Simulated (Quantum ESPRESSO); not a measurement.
**Band energies of KCl**

```
CELL_PARAMETERS angstrom
      0.00000     3.03766     3.03766
      3.03766     0.00000     3.03766
      3.03766     3.03766     0.00000
ATOMIC_POSITIONS crystal
  Cl 0.50000 0.50000 0.50000
  K  0.00000 0.00000 0.00000
```

norm-conserving LDA (Quantum ESPRESSO, 72 Ry, no spin-orbit coupling); path ΓXWKΓLUWLK,UX; energies in eV from the valence-band maximum.

```
k (1/Å)  point  band 4  band 5  band 6  band 7  band 8  band 9  band 10  band 11
-------  -----  ------  ------  ------  ------  ------  ------  -------  -------
0.00         Γ  -10.31  -10.31    0.00    0.00    0.00    5.12     8.10     8.10
0.23            -10.32  -10.25   -0.30   -0.04   -0.04    5.55     7.71     8.47
0.57            -10.36  -10.23   -0.85   -0.17   -0.17    6.67     6.94     9.67
0.80            -10.39  -10.39   -0.84   -0.23   -0.23    6.20     7.92    10.02
1.03         X  -10.40  -10.40   -0.76   -0.25   -0.25    6.04     8.45    10.18
1.16            -10.41  -10.37   -0.75   -0.31   -0.28    6.17     8.59    10.00
1.55         W  -10.47  -10.19   -0.63   -0.56   -0.56    7.82     7.82     9.57
1.80            -10.40  -10.23   -0.68   -0.65   -0.39    7.05     8.83     9.51
1.92         K  -10.37  -10.25   -0.69   -0.66   -0.36    6.94     9.06     9.52
2.12            -10.34  -10.13   -0.97   -0.53   -0.43    7.71     8.33     9.69
2.32            -10.32  -10.09   -1.03   -0.42   -0.37    7.58     7.86     9.55
2.62            -10.31  -10.17   -0.63   -0.22   -0.13    6.27     7.73     8.59
2.91            -10.31  -10.30   -0.06   -0.02   -0.01    5.21     8.06     8.13
3.01         Γ  -10.31  -10.31    0.00    0.00    0.00    5.12     8.10     8.10
3.11            -10.31  -10.30   -0.05   -0.01   -0.01    5.21     8.07     8.14
3.41            -10.31  -10.17   -0.64   -0.19   -0.19    6.27     7.91     8.77
3.61            -10.32  -10.06   -1.06   -0.34   -0.34    7.05     8.17     9.54
3.91         L  -10.32   -9.99   -1.34   -0.45   -0.45    7.47     8.67    10.59
4.23            -10.34  -10.09   -1.12   -0.50   -0.42    7.60     8.43    10.25
4.44            -10.36  -10.20   -0.83   -0.60   -0.39    7.21     8.76     9.85
4.54         U  -10.37  -10.25   -0.69   -0.66   -0.36    6.94     9.06     9.52
4.79            -10.44  -10.20   -0.66   -0.61   -0.47    7.36     8.34     9.52
4.91         W  -10.47  -10.19   -0.63   -0.56   -0.56    7.82     7.82     9.57
5.00            -10.46  -10.18   -0.70   -0.55   -0.52    7.81     7.85     9.61
5.27            -10.36  -10.11   -1.05   -0.50   -0.44    7.70     8.25    10.20
5.55            -10.32  -10.00   -1.32   -0.45   -0.44    7.49     8.64    10.55
5.64         L  -10.32   -9.99   -1.34   -0.45   -0.45    7.47     8.67    10.59
5.73            -10.32  -10.00   -1.32   -0.45   -0.44    7.49     8.64    10.55
6.00            -10.34  -10.12   -1.06   -0.52   -0.42    7.56     8.43    10.18
6.18            -10.36  -10.21   -0.81   -0.61   -0.38    7.17     8.80     9.81
6.27         K  -10.37  -10.25   -0.69   -0.66   -0.36    6.94     9.06     9.52
6.27         U  -10.37  -10.25   -0.69   -0.66   -0.36    6.94     9.06     9.52
6.36            -10.38  -10.30   -0.70   -0.53   -0.32    6.58     9.09     9.44
6.64         X  -10.40  -10.40   -0.76   -0.25   -0.25    6.04     8.45    10.18
```

The LDA gap is direct, 5.12 eV at Γ.

Geometry relaxed with LDA.
